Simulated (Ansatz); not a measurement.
Values for one crystal, relaxed and computed with r²SCAN in the plane-wave PAW code Ansatz; other levels are named.

| Quantity | Result |
|---|---|
| Volume per atom | 19.57 Å³ |
| Band gap | 2.73 eV (direct) |
| Formation energy from the elements (no fitted shifts) | -0.98 eV/atom |
| HSE06 gap on the r²SCAN cell | 3.40 eV |
| Hole effective mass, band 2 of 2 at the edge | 0.19 along x, 1.5 along z (mₑ) |
| Electron effective mass | 0.19 mₑ (isotropic) |
| Conduction-band minimum | at Γ |

Pick the material that matches.
A. ZnS, R3m (Pearson symbol hR12)
B. BeS, P4/mmm (Be on 1c, S on 1a)
C. AlN, rock salt
D. BeS, rock salt

A, ZnS, R3m (Pearson symbol hR12)

The first step of the workflow began from a Materials Project structure, measured or hypothetical; the Crystallography Open Database files this formula in space group No. 160, but the cells were not matched. It is not the phase usual at ambient conditions (space group No. 186, 216). The r²SCAN relaxation kept the symmetry of its start; its stability against distortions is not shown here. The references are the lowest solids computed at this level, not always the standard phases.

Potentials: the later of the program's two PAW sets.
